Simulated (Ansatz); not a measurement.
Level of theory: DFT PBE, scalar-relativistic, plane waves, PAW in Ansatz 0.2.0. Cutoff 420 eV, Γ-centred meshes of about 0.25 Å⁻¹ or finer for metals and 0.3 Å⁻¹ for insulators (2π included), Gaussian smearing. No spin polarisation.

This relaxed Na3AlO3 cell comes from a structure search over trial cells.

```
CELL_PARAMETERS angstrom
5.59181 0.00000 0.00000
2.18115 5.41531 0.00000
0.30949 1.26869 6.48219
ATOMIC_POSITIONS crystal
Na 0.50958 0.23619 0.55352
Na 0.49042 0.76381 0.44648
Na 0.52893 0.75740 0.90968
Na 0.47107 0.24260 0.09033
Na 0.00555 0.29169 0.35658
Na 0.99445 0.70831 0.64341
Al 0.01051 0.85755 0.17840
Al 0.98949 0.14245 0.82160
O 0.76888 0.97272 0.35220
O 0.25784 0.56919 0.28239
O 0.14564 0.09797 0.07100
O 0.74216 0.43081 0.71761
O 0.23112 0.02728 0.64780
O 0.85436 0.90203 0.92900
```

Q: Is it a true minimum?

A: As far as tested, yes. The phonons at Γ show no imaginary mode. After random moves of the atoms it relaxes back. Other q points weren't tested. The optical modes at Γ run from 67 to 761 cm⁻¹ without the long-range field that lifts LO modes in polar insulators. Na on its first site is surrounded by 4 O at 2.28–2.42 Å, 8 Na at 2.98–3.29 Å, 1 O at 3.07 Å and 1 Al at 3.10 Å; around Na on its second site lie 3 O at 2.29–2.40 Å, 1 O at 2.67 Å, 1 Al at 3.01 Å, 4 Na at 3.03–3.19 Å and 1 O at 3.07 Å; Al has 4 O at 1.75–1.84 Å, 1 Al at 2.59 Å and 5 Na at 2.99–3.25 Å; around O on its first site lie 1 Al at 1.75 Å and 4 Na at 2.28–2.34 Å; 3 more sites not described.

